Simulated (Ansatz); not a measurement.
## Collinear states of WO

Computed with Ansatz, DFT r2SCAN+U, scalar-relativistic, plane waves, PAW.

```xyz
4
Lattice="3.2946 0.0000 0.0000 -1.6473 2.8532 0.0000 0.0000 0.0000 5.6595" Properties=species:S:1:pos:R:3 pbc="T T T"
W     0.0000    0.0000    0.0000
W     0.0000    0.0000    2.8298
O     0.0000    1.9021    1.4149
O     1.6473    0.9511    4.2446
```

```json
{
  "plane-wave cutoff": "500 eV",
  "Γ-centred k-mesh": "12×12×8",
  "occupation rule": "Gaussian smearing, 0.1 eV",
  "U_eff on Löwdin-orthogonalised atomic d orbitals": "W 6.2 eV",
  "list of starting moments (μB, in atom order)": "1 1 0 0",
  "check for lower electronic states after the SCF": "on"
}
```

Each order was relaxed in cell and atoms. Spin–orbit coupling is left out, which for heavy magnetic ions can matter as much as these differences. r2SCAN tends to overstate moments in metals, so a weak moment here may be absent in the real material. Site moments are spin moments in atom-centred spheres that scale with the neighbour distance. The states are those that the runs reached from these starts; a lower one can exist. No antiferromagnetic start is among these.

Q: Starts tried: no spin; ferromagnetic. Which state comes out lowest, and what are the moments?

A: Of the states reached here, with no antiferromagnetic start among them, the lowest is ferromagnetic, reached from the start “ferromagnetic”, with site moments (μB) W +1.40 (×2), O +0.14 (×2).

```json
{"start": "no spin", "ends": "non-magnetic", "energy above lowest (meV/atom)": "267", "site moments (μB)": "none over 0.05", "gap on mesh (eV)": "metal", "volume (Å³/atom)": "10.76"}
{"start": "ferromagnetic", "ends": "ferromagnetic", "energy above lowest (meV/atom)": "0.00", "site moments (μB)": "W +1.40 (×2), O +0.14 (×2)", "gap on mesh (eV)": "metal", "volume (Å³/atom)": "13.30"}
```

Cost: 2 runs of about 3 core-minutes in all, on Intel Xeon 6975P-C (Granite Rapids) (shared hosts).